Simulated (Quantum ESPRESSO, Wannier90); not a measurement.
Wannierisation of ZnCdO$_{2}$ (P3m1)

```xyz
4
Lattice="3.4464 0.0000 0.0000 -1.7232 2.9847 0.0000 0.0000 0.0000 5.7053" Properties=species:S:1:pos:R:3 pbc="T T T"
Zn     0.0000     0.0000    -0.0175
Cd    -1.7232     0.9949     2.7981
O     -1.7232     0.9949     0.5591
O      0.0000     0.0000    -1.9933
```

Cell from Materials Project (mp-1215505), symmetrised, no further relaxation. Not found in the COD (Crystallography Open Database) copy used; not checked further. Method: PBEsol plane waves in Quantum ESPRESSO 7.5 (PseudoDojo norm-conserving files, 82 Ry, no spin polarisation, no spin-orbit coupling), Bloch states on a 6×6×4 mesh through Γ, Wannier90 4.0.1. Density: 12×12×6 mesh, Gaussian smearing 0.01 Ry.

Bands 11-15 form an isolated set from -7.09 to -6.05 eV relative to the Fermi level (on the path) and are turned into 5 Wannier functions by minimising the spread from the start: atomic waves Cd 4d.

**Question.** Where do the functions sit, how wide are they and what are they made of?

**Answer.** 
```json
[
 {"functions": "1", "spread (Å²)": "1.58", "nearest atom, distance (Å)": "Cd 0.13", "second atom, distance (Å)": "O 2.11", "weight on atomic waves": "Cd 4d 85 %, O 2p 10 %"},
 {"functions": "2", "spread (Å²)": "1.25", "nearest atom, distance (Å)": "Cd 0.08", "second atom, distance (Å)": "O 2.18", "weight on atomic waves": "Cd 4d 90 %, O 2p 6 %"},
 {"functions": "2", "spread (Å²)": "1.45", "nearest atom, distance (Å)": "Cd 0.14", "second atom, distance (Å)": "O 2.09", "weight on atomic waves": "Cd 4d 87 %, O 2p 9 %"}
]
```

Ω_I = 6.78 Å², Ω_total = 6.99 Å²; the interpolated bands follow pw.x to 0.8 meV rms on the path. Only this start was tried; a symmetric start can stop on a saddle, and mixtures of these functions could lower the total by at most Ω_total − Ω_I.
